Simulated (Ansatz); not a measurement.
**ZnSe: zone-centre modes under pressure**

ZnSe, F-43m, a = 5.568 Å. Ansatz: LDA, PAW, 420 eV, Γ-centred 8×8×8 mesh on 2 atoms, fixed occupations; no spin polarisation. Cell and atoms are relaxed at each pressure with the symmetry kept; optical modes at Γ by linear response, in cm⁻¹, the highest, without the LO field. The real crystal is known to change phase within this range, so the rows at high pressure are metastable.

```
P (GPa) V (Å³/atom)     ω1
      0       21.572  217.8
      5       20.301  240.9
     11       19.181  263.7
     22       17.722      ?
```

Get the mode's Grüneisen parameter γ = −d ln ω/d ln V from the other rows and predict the missing frequency.

ln(V/V0) = 0.0000, -0.0607, -0.1175, -0.1966; a line through ln(ω/ω0) of the 3 known rows gives ω1: γ = 1.628 (intercept 0.0006), predicted 300.2, computed 297.6. The miss is 0.9 %, or 3 % of the shift under pressure, so a constant γ serves at that level.

The mesh isn't the same in all rows (8×8×8, 10×10×10).